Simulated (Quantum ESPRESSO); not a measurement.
## One change at a time to Ag2Mg2ScTa2Ti

Calculated results; nothing here was measured. They come from Quantum ESPRESSO 7.5, a public plane-wave density functional program. Each row is one single-point run on a made-up periodic cell of eight metal atoms, with elements, volume, strain and displacements drawn at random and not relaxed, so a cell may be unstable or far from any real phase. There is no spin polarisation or spin-orbit coupling.

Settings: PBE unless stated; PseudoDojo standard norm-conserving files; Fermi-Dirac width 0.25 eV, which means electrons at about 2900 K; cutoff 1143 eV; 5 x 5 x 5 k mesh shifted half a step off Gamma. E is the free energy of the whole cell (internal energy minus TS), so a -TS column is already part of it. Stress is positive in tension, and the pressure P is minus a third of its trace.

Checks: one run of this series was repeated at a higher cutoff and on a denser mesh, which moved values by no more than 0.003 eV, 0.03 GPa and 0.006 eV/Å, and a second program with other atomic files agreed on it to 2 % rms in force and 0.5 GPa in pressure. Known limits: heavy elements are run without spin-orbit coupling, which real alloys of them have; a spin test at this wide smearing found no moment, but such smearing suppresses magnetism that the real alloy may have.

The lattice is hexagonal close-packed, and the cell vectors in Å are (-0.093, 5.226, -0.054); (2.941, -0.105, 4.864); (3.003, -0.003, -4.901), a volume of 151.62 Å³ in run 1. The elements on sites 1 to 8 are Ta Mg Ag Ta Ti Sc Ag Mg. Each later run makes one change to run 1 and keeps the rest. E is counted from run 1, and is n/a where other atomic files have another zero of energy.

```
run                           change  V (Å³)  P (GPa)  -TS (eV)  rms force (eV/Å)  largest change of a force component (eV/Å)  E (eV)
  1                             none  151.62     1.31    -1.715             0.385                                       0.000   0.000
  2          sites 1 and 2 exchanged  151.62     0.83    -1.717             0.556                                       1.745   0.054
  3    all lengths scaled by -1.56 %  144.63     6.33    -1.643             0.410                                       0.175   0.164
  4           PBEsol in place of PBE  151.62    -2.64    -1.718             0.392                                       0.103     n/a
  5  site 6 moved by -0.17 Å along y  151.62     1.71    -1.703             0.467                                       1.029       ?
```

## Worked estimate

Along the move dE = -F dx. The force on site 6 along y is 0.380 eV/Å in run 1 and 1.409 eV/Å in run 5, and the move is -0.17 Å, so the mean force times the move gives an estimate.

## Withheld value

Question: what E should run 5 give?

The estimate is 0.152 eV. The calculation gave 0.152 eV.
